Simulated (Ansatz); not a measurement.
Mg:
```
Mg
1.0
    0.00000     4.12527     4.12527
    4.12527     0.00000     4.12527
    4.12527     4.12527     0.00000
Mg
6
Direct
  0.75000   0.75000   0.75000
  0.50000   0.50000   0.50000
  0.12500   0.62500   0.12500
  0.12500   0.12500   0.12500
  0.62500   0.12500   0.12500
  0.12500   0.12500   0.62500
```

This is the r²SCAN-relaxed structure.

**Question.** All from plane-wave PAW r²SCAN (Ansatz code), unless another level is named. Estimate the Poisson's ratio.

**Answer.** 0.23.

**Question.** What about the elastic constants (relaxed ions, GPa)?

**Answer.** C11 = 66.3, C12 = 23.3, C44 = 27.8.

Space group Fd-3m. The start of the workflow was typed in or built on a structure type; neither database checked (COD, Materials Project) lists it. It is not the phase usual at ambient conditions (space group No. 194). The cell was relaxed with r²SCAN under the symmetry of its start; its stability against distortions is not shown here. As this level gives no gap, shear constants depend on the k-mesh and smearing (Fermi–Dirac, 0.1 eV here).

Potentials: the later of the program's two PAW sets.
